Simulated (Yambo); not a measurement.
Yambo run on CaHBr (space group P4/nmm, No. 129). The wavefunctions come from this Quantum ESPRESSO step (PBEsol, PseudoDojo standard norm-conserving files, fully relativistic):

```
&CONTROL
  calculation = 'nscf'
  pseudo_dir = './pseudo'
  outdir = './out'
/
&SYSTEM
  ibrav = 0
  nat = 6
  ntyp = 3
  ecutwfc = 72.0
  ecutrho = 288.0
  occupations = 'fixed'
  force_symmorphic = .true.
  nbnd = 258
  noncolin = .true.
  lspinorb = .true.
/
&ELECTRONS
  conv_thr = 6.000000000000001e-09
  diago_full_acc = .true.
  diago_thr_init = 1e-08
/
ATOMIC_SPECIES
H 1.0080 H.upf
Ca 40.0780 Ca.upf
Br 79.9040 Br.upf
CELL_PARAMETERS angstrom
  3.822294753000   0.000000000000   0.000000000000
  0.000000000000   3.822294753000   0.000000000000
  0.000000000000   0.000000000000   7.773673606000
ATOMIC_POSITIONS crystal
H   0.500000000000   0.500000000000   0.000000000000
H   0.000000000000   0.000000000000   0.000000000000
Ca   0.000000000000   0.500000000000   0.163497544600
Ca   0.500000000000   0.000000000000   0.836502455400
Br   0.000000000000   0.500000000000   0.668723640200
Br   0.500000000000   0.000000000000   0.331276359800
K_POINTS automatic
4 4 1 0 0 0
```

Yambo input:

```
rim_cut
gw0
dyson
el_el_corr
HF_and_locXC
ppa
em1d
RandQpts= 1000000
RandGvec= 1 Ry
EXXRLvcs= 72 Ry
VXCRLvcs= 288 Ry
Chimod= "HARTREE"
% BndsRnXp
 1 | 256 |
%
NGsBlkXp= 6 Ry
% LongDrXp
 1.0 | 1.0 | 1.0 |
%
PPAPntXp= 27.2114 eV
% GbndRnge
 1 | 256 |
%
GTermKind= "BG"
DysSolver= "n"
ExtendOut
% QPkrange
 1 | 1 | 34 | 38 |
 3 | 3 | 36 | 37 |
 6 | 6 | 36 | 37 |
%
```

k points by index: 1 = Γ, 3 = X, 6 = M.

The o-*.qp file then holds:

```
#    K-point    Band    Eo [eV]    E [eV]    E-Eo [eV]    Vxc [eV]    Vnlxc [eV]    Sc|Eo [eV]    Sc|E [eV]    dSc/dw|Eo [eV]    Re(Z)    Im(Z)
#
    1    34    -0.416273    -1.530971    -1.114698    -13.06311    -16.52479    2.093360    2.346981    -6.190676    0.814660    -0.001263
    1    35    -0.006062    -0.929066    -0.923004    -11.40227    -14.08253    1.532349    1.757250    -6.629643    0.804092    -0.001456
    1    36    -0.006062    -0.929066    -0.923004    -11.40227    -14.08253    1.532349    1.757250    -6.629643    0.804092    -0.001456
    1    37    4.194315    5.545844    1.351529    -11.89663    -6.182932    -4.083412    -4.362173    -5.611962    0.829024    -0.001185
    1    38    4.194315    5.545844    1.351529    -11.89663    -6.182932    -4.083412    -4.362173    -5.611962    0.829024    -0.001185
    3    36    0.000000    -1.089161    -1.089161    -12.47915    -15.85822    2.030533    2.289903    -6.479367    0.807679    -0.001381
    3    37    4.627804    5.989396    1.361592    -11.62356    -5.748750    -4.228285    -4.513221    -5.693856    0.826960    -0.001233
    6    36    -0.861734    -2.046366    -1.184633    -11.38927    -15.04203    2.163419    2.468131    -6.998194    0.795427    -0.002008
    6    37    4.149661    5.110164    0.960503    -10.13607    -5.110975    -3.871646    -4.064592    -5.465512    0.832739    -0.001188
```
(The two width columns are left out.) Convergence of these settings isn't established.

Geometry relaxed with PBE+D3(BJ).
